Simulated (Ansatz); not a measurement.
**A plane-wave run on MnSO4**

input.yaml (Ansatz 0.2.0)

```yaml
crystal:
  lattice:
    - [2.669031, 4.077278, 0.0]
    - [2.669031, -4.077278, 0.0]
    - [0.0, 0.0, -6.940392]
  atoms:
    - { symbol: S, position: [0.35, 0.65, 0.75] }
    - { symbol: S, position: [0.65, 0.35, 0.25] }
    - { symbol: O, position: [0.25, 0.75, 0.942] }
    - { symbol: O, position: [0.75, 0.25, 0.442] }
    - { symbol: O, position: [0.75, 0.25, 0.058] }
    - { symbol: O, position: [0.25, 0.75, 0.558] }
    - { symbol: Mn, position: [0.0, 0.0, 0.0] }
    - { symbol: Mn, position: [0.0, 0.0, 0.5] }
    - { symbol: O, position: [0.719, 0.781, 0.75] }
    - { symbol: O, position: [0.281, 0.219, 0.25] }
    - { symbol: O, position: [0.781, 0.719, 0.25] }
    - { symbol: O, position: [0.219, 0.281, 0.75] }
  symmetry: { tolerance: 0.0003 }
kpoints:
  mp_grid: { grid: [7, 7, 5], shift: [0, 0, 0] }
  band_path:
    path:
      - [0.0, 0.0, 0.0]
      - [0.5, -0.5, 0.0]
      - [0.64287111, -0.35712889, 0.0]
      - [0.35712889, 0.35712889, 0.0]
      - [0.0, 0.0, 0.0]
      - [0.0, 0.0, -0.5]
      - [0.35712889, 0.35712889, -0.5]
      - [0.64287111, -0.35712889, -0.5]
      - [0.5, -0.5, -0.5]
      - [0.5, -0.5, 0.0]
      - [0.0, 0.0, 0.0]
    npoints: 6
magnetization:
  spin_polarized: false
scf:
  occupations: { method: fermi_dirac }
  lower_state_search: "off"
  max_iter: 200
hamiltonian:
  pseudopotentials: { kind: paw }
  xc: r2scan
basis:
  ecutwfc: 500
  fft_grid_basis: typed
output:
  forces: true
  stress: true
  eigenvalues: true
  bader: true
  populations: true
  elf: true
  write_potential: true
  volumetric_format: npy
  dos:
    e_range: [-12, 8]
    de: 0.05
    projected: { site_lists: { Mn: [Mn], O: [O], S: [S] } }
checkpoint:
  read: saved_state
```

The run starts from an earlier solution of this cell. 

Excerpt of what it printed:

```
Free energy (F): -14158.5712 eV
Harris-Foulkes:  -14158.5712 eV  (|F-HF|=3.61e-8)
Internal energy: -14158.1348 eV  (E = F + TS)
E sigma→0 (E₀):  -14158.3530 eV
Entropy (-TS):   -0.4364 eV (-36.367 meV/atom)
Fermi energy:    6.6668 eV
--- Per-component energies (eV) ---
  E_band       = -994.9020
  E_kinetic    = 2214.2826
  E_local      = -8815.3370  (includes V_loc(G=0)·N_el)
  E_nonlocal   = 929.1641
  E_hartree    = 3435.6950
  E_xc         = -974.3756
  E_vxc        = -1339.6692  (∫ρ·V_xc dr)
  E_paw        = -5122.8981  (= ΣΔE_a)
  E_vpaw       = -941.7521  (= ΣTr[D̂ρ^β])
  E_aug_tail   = 0.0078  (compensation charges beyond the density's cutoff)
  E_vtau       = 87.0232  (kinetic-family band-sum trace: ∫τ·v_τ [+ j·A + Jᵃ·Aᵃ] dr)
  E_ewald      = -5823.6325
  E_core_change = -1.0411  (= ΣΔE_core)
  E_smearing   = -0.4364  (= −TS)
--- Forces (eV/Å), atoms counted from 1 ---
  atom   1  S      0.0000    -0.4864     0.0000
  atom   2  S      0.0000     0.4864     0.0000
  atom   3  O      0.0000     1.5196     3.1308
  atom   4  O      0.0000    -1.5196     3.1308
  atom   5  O      0.0000    -1.5196    -3.1308
  atom   6  O      0.0000     1.5196    -3.1308
  atom   7  Mn     0.0000     0.0000     0.0000
  atom   8  Mn     0.0000     0.0000     0.0000
  atom   9  O     -2.0943    -1.8868     0.0000
  atom  10  O      2.0943     1.8868     0.0000
  atom  11  O     -2.0943     1.8868     0.0000
  atom  12  O      2.0943    -1.8868     0.0000
--- Stress (GPa, compression-positive) ---
      -23.1532       0.0000       0.0000
        0.0000     -24.8987       0.0000
        0.0000       0.0000     -32.3986
  P = ⅓ Tr σ = -26.8168 GPa (-268.168 kbar)
```

Origin: a database entry at a rescaled volume. Caveats: no spin polarisation, so a magnetic state may lie lower; forces this large suggest misplaced atoms in the database entry; atoms or cell far from equilibrium.
